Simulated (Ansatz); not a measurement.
HgPt:
```
HgPt
1.0
    2.94830     0.00000     0.00000
    0.00000     2.94830     0.00000
    0.00000     0.00000     3.85163
Hg Pt
1 1
Direct
  0.00000   0.00000   0.00000
  0.50000   0.50000   0.50000
```

Relaxed with LDA. Special points in fractions of this cell's reciprocal vectors: Γ (0.000, 0.000, 0.000); X (0.000, 0.500, 0.000); M (0.500, 0.500, 0.000); Z (0.000, 0.000, 0.500); R (0.000, 0.500, 0.500); A (0.500, 0.500, 0.500).

Problem. List the band energies nearest the Fermi level at these points for LDA (plane waves, PAW; program Ansatz).

Solution. In eV from the Fermi level; about four levels below and three above (degenerate sets whole), none deeper than 8.9 eV; points with the same levels are listed once.

| k | below | above |
|---|---|---|
| Γ | -3.09 -1.17 -1.17 -0.88 | 1.31 6.56 8.42 8.42 |
| X | -3.97 -3.47 -2.44 -1.76 | 0.87 8.65 9.54 |
| M | -1.56 -1.56 -1.44 -0.17 -0.17 | 0.02 4.11 5.44 |
| Z | -2.50 -2.26 -2.26 -1.05 | 13.56 13.56 14.38 |
| R | -1.58 -1.29 -1.18 -1.07 | 2.64 3.19 13.00 |
| A | -5.07 -4.55 -4.55 -1.75 | 0.03 1.72 5.11 |

Space group P4/mmm (L1₀ or tetragonal B2). The workflow started from an entry of the Crystallography Open Database (COD). Whether it is the stable phase at ambient conditions was not checked. Symmetry was held in the LDA relaxation; of distortions, only those at the zone centre were tested. No spin polarisation was allowed. Scalar-relativistic: spin–orbit coupling is off unless named, which matters more the heavier the elements.

Potentials: the later of the program's two PAW sets.
